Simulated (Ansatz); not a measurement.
The relaxed structure here is a generated cell of Te3As2: the first start was made by placing the elements on the sites of a structure type, and the end was not matched to a known phase here, so it may be hypothetical.

A relaxed structure of Te3As2. Space group R-3c (No. 167), anti-corundum type. Level of theory: r2SCAN (plane waves to 500 eV, PAW, scalar-relativistic; Ansatz, an electronic-structure program).

```xyz
10
Lattice="3.6184 2.0891 6.7411 -3.6184 2.0891 6.7411 0.0000 -4.1782 6.7411" Properties=species:S:1:pos:R:3 pbc="T T T"
As     0.0000     0.0000    16.9155
As     0.0000     0.0000    13.4197
As     0.0000     0.0000     3.3080
As     0.0000     0.0000     6.8038
Te    -1.3890    -2.0891     8.4264
Te     2.5037    -0.1584     8.4264
Te    -1.1147     2.2475     8.4264
Te     1.3890     2.0891    11.7970
Te    -2.5037     0.1584    11.7970
Te     1.1147    -2.2475    11.7970
```

| Property | Value |
|---|---|
| Volume per atom | 30.57 Å³ |
| Band gap | no gap (metallic) |
| Shortest distances | As–Te 2.83 Å; As–As 3.50 Å |
| k-mesh | 8×8×8 |

Band energies at high-symmetry points (eV from the Fermi level; labels of this space group; no spin-orbit coupling), from −5 eV up to 5.0 eV:

```json
[
 {"point": "Γ", "energies": "-4.70 -4.70 -3.67 -3.33 -2.32 -2.32 -2.31 -2.31 -1.71 -1.30 -1.30 -1.04 -1.04 -0.63 -0.01 0.41 0.41 0.78 0.78 1.54 1.60 2.57 2.57 3.52 3.70 4.59 4.59"},
 {"point": "T", "energies": "-4.80 -4.80 -4.80 -4.80 -4.72 -4.72 -3.36 -3.36 -3.36 -3.36 -2.05 -2.05 -1.08 -1.08 -1.08 -1.08 -1.04 -1.04 1.66 1.66 1.66 1.66 1.76 1.76 2.79 2.79 2.79 2.79 3.91 3.91"},
 {"point": "H2", "energies": "-4.76 -4.76 -4.06 -4.06 -3.46 -3.46 -2.91 -2.91 -2.01 -2.01 -1.33 -1.33 -1.05 -1.05 -0.86 -0.86 0.45 0.45 1.20 1.20 1.96 1.96 2.74 2.74 3.23 3.23 3.90 3.90"},
 {"point": "H0", "energies": "-4.76 -4.76 -4.06 -4.06 -3.46 -3.46 -2.91 -2.91 -2.01 -2.01 -1.33 -1.33 -1.05 -1.05 -0.86 -0.86 0.45 0.45 1.20 1.20 1.96 1.96 2.74 2.74 3.23 3.23 3.90 3.90"},
 {"point": "L", "energies": "-4.73 -4.73 -4.58 -4.58 -4.23 -4.23 -3.46 -3.46 -3.12 -3.12 -2.75 -2.75 -1.37 -1.37 -1.09 -1.09 -0.62 -0.62 1.30 1.30 1.71 1.71 2.01 2.01 2.48 2.48 2.89 2.89 3.06 3.06"},
 {"point": "S0", "energies": "-4.93 -4.52 -4.37 -4.20 -3.42 -3.32 -2.69 -2.52 -2.27 -2.18 -1.73 -1.36 -1.18 -0.98 -0.66 -0.64 0.41 0.86 0.91 1.41 1.65 1.78 2.67 2.90 3.19 3.28 3.73 4.00"},
 {"point": "S2", "energies": "-4.93 -4.52 -4.37 -4.20 -3.42 -3.32 -2.69 -2.52 -2.27 -2.18 -1.73 -1.36 -1.18 -0.98 -0.66 -0.64 0.41 0.86 0.91 1.41 1.65 1.78 2.67 2.90 3.19 3.28 3.73 4.00"},
 {"point": "F", "energies": "-4.77 -4.49 -4.16 -3.23 -2.88 -2.64 -2.40 -2.04 -1.70 -1.69 -1.69 -1.06 -0.91 -0.78 -0.46 -0.10 0.51 0.89 1.09 1.30 1.55 3.17 3.23 3.66 3.73 3.98 4.19"}
]
```

No spin polarisation in the result.

The run could not lose the symmetry of its start, so the end can be a saddle point.
